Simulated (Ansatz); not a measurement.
# Zn4Se3S (P-4m2)

Method: DFT PBE, scalar-relativistic, plane waves, PAW in Ansatz 0.2.0.

Cutoff 420 eV; k points 8×8×4 on the computed 8-atom cell (Γ-centred); Gaussian smearing, width 0.02 eV; no spin polarisation.

The structure is relaxed at this level of theory with its symmetry kept, and needn't be the ground state of this composition.

```xyz
8
Lattice="4.0031 0.0000 0.0000 0.0000 4.0031 0.0000 0.0000 0.0000 11.3162" Properties=species:S:1:pos:R:3 pbc="T T T"
Zn    2.0015    0.0000   10.0130
Zn    0.0000    2.0015    1.3031
Zn    2.0015    0.0000    4.2047
Zn    0.0000    2.0015    7.1115
Se    2.0015    2.0015    2.7546
Se    0.0000    0.0000    5.6581
Se    2.0015    2.0015    8.5616
S     0.0000    0.0000    0.0000
```

Question: Formation energy from the elements' standard states (uncorrected)?

Answer: -0.734 eV/atom.

Question: Kohn–Sham band gap?

Answer: 1.30 eV.

Question: Orbital (Löwdin) character of the top 1 eV of the valence band?

Answer: Se 4p 76 %, S 3p 13 %.

Question: Orbital (Löwdin) character of the lowest 1 eV of the conduction band?

Answer: Zn 4s 56 %, Se 4s 15 %, Se 4p 15 %, unprojected 4 %.

Question: Bader charge by site (e)?

Answer: Zn (2 in the cell) 0.82, Zn (2 in the cell) 0.75, Se (2 in the cell) -0.75, Se (1 in the cell) -0.74, S (1 in the cell) -0.89.

The cell was found from a structure generator's guess, not taken from experiment. Kohn–Sham gaps at this level usually fall short of measured ones. Löwdin shares on free-atom orbitals overweight diffuse shells in the empty bands.
